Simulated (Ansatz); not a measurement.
SiAsP₃ placed in the structure of KZnF3 (space group No. 221): an Ansatz output whose functional has been blanked. Cell and atoms come from a relaxation with r2SCAN+rVV10.

```xyz
5
Lattice="4.6517 0.0000 0.0000 0.0000 4.6517 0.0000 0.0000 0.0000 4.6517" Properties=species:S:1:pos:R:3 pbc="T T T"
Si    0.0000    0.0000    0.0000
As    2.3258    2.3258    2.3258
P     0.0000    2.3258    2.3258
P     2.3258    0.0000    2.3258
P     2.3258    2.3258    0.0000
```

```
Crystal: 5 atoms, lattice volume = 100.653 Å³
Basis set: ecut = 500 eV, 2517 PW (Γ)
Bands: 22, of which v1, the nominal top of the filled ones, is band 17 counted from 1 (16 counted from 0)
Symmetry: 48 space group operations
Space group: Pm-3m (ITA 221)
k-points: 20 of 216
preconditioner: auto → Kerker (q_TF=auto, 2.277 Å⁻¹)  [metal: Δε(μ)=0.026 eV  σ=0.030 eV  ℏωp=18.1 eV]
SCF converged after 7 iterations
Free energy (F): -7771.314568 eV
Internal energy: -7771.299563 eV  (E = F + TS)
E sigma→0 (E₀):  -7771.307065 eV
Entropy (-TS):   -0.015005 eV (-3.001 meV/atom)
Fermi energy:    7.309301 eV
--- Per-component energies (eV) ---
  E_band       = -270.208477
  E_kinetic    = 342.679445
  E_local      = -2715.075700
  E_nonlocal   = -543.445974
  E_hartree    = 1379.300228
  E_xc         = -291.467156
  E_vxc        = -321.678340
  E_paw        = -4094.548422
  E_vpaw       = 192.968027
  E_vtau       = 15.742112
  E_ewald      = -1846.935618
  E_core_change = -1.806367
  E_smearing   = -0.015005
--- Stress (GPa, compression-positive) ---
        0.015806       0.000000       0.000000
        0.000000       0.015806       0.000000
        0.000000       0.000000       0.015806
  P = ⅓ Tr σ = 0.0158 GPa (0.158 kbar)
--- Band table (eV; the first three rows and the last of 20) ---
  k-point 0: bands = […, 0.0106, 3.7656, 6.1005, 6.1005, 6.1005, 7.2517, 7.2517, 7.2517, 11.3767, 11.3767, …]
  k-point 1: bands = […, 1.5009, 3.2553, 5.8492, 5.8492, 6.8638, 6.9040, 7.0576, 7.0576, 10.6960, 10.9435, …]
  k-point 2: bands = […, 1.4964, 4.5705, 5.1910, 5.1910, 6.3450, 7.1220, 7.1220, 8.2250, 9.2332, 10.1962, …]
  k-point 19: bands = […, 2.4782, 2.4782, 7.0315, 7.0315, 8.6162, 8.6162, 8.6162, 9.4510, 9.4510, 9.4510, …]
```

The file bands.tsv (bands near the Fermi energy, numbered from 0, rounded):
```tsv
# k_distance	band_12	band_13	band_14	band_15	band_16	band_17	band_18	band_19	band_20
# fermi_ev = 7.309301
# [0, 0, 0] at k_distance = 0.000000
# [0, 0.5, 0] at k_distance = 0.675370
# [0.5, 0.5, 0] at k_distance = 1.350739
# [0.5, 0.5, 0.5] at k_distance = 2.026109
# levels_relative_to = fermi_ev
0.000	-3.544	-1.209	-1.209	-1.209	-0.058	-0.058	-0.058	4.067	4.067
0.675	-2.448	-2.448	-1.202	-0.553	-0.060	-0.060	0.090	2.518	2.518
1.351	-2.187	-1.987	-1.669	-1.669	-0.359	0.320	0.713	0.713	2.013
2.026	-4.831	-0.278	-0.278	1.307	1.307	1.307	2.142	2.142	2.142
```
In order the rows are Γ, X, M, R.

**Question.** Which level of theory was used?
A. LDA
B. r2SCAN+rVV10
C. r2SCAN
D. r2SCAN0

**Answer.** B. r2SCAN+rVV10. The term E_vtau belongs to a meta-GGA, which reads the kinetic-energy density. There is no exchange loop, so no exact exchange. r2SCAN+rVV10 gives no gap: the lowest nominally empty band dips 1.57 eV below the top of the last filled one (its bottom at Γ–M (0.67 of the way from Γ), the top at R), so the cell is a metal or semimetal at this level. Within one family of functionals the choice rests on the size of the gap and stress, not on a line of the log.

Run as `ansatz run input.yaml --threads 2 --pin off --max-ram 2211MiB --backend cpu --events-out ev --progress --plain --runs-dir out`. Wall time 7.7 s on 2 threads of Arm Neoverse V1, on a shared host, load about 0.4 per core; peak host memory 0.68 GiB.

The calculation is spin-unpolarised, and the structure need not be a phase that has been made.

The runs are scalar-relativistic, without spin-orbit coupling.

Where bands overlap, v1 and c1 are numbered by the electron count and aren't everywhere filled or empty.
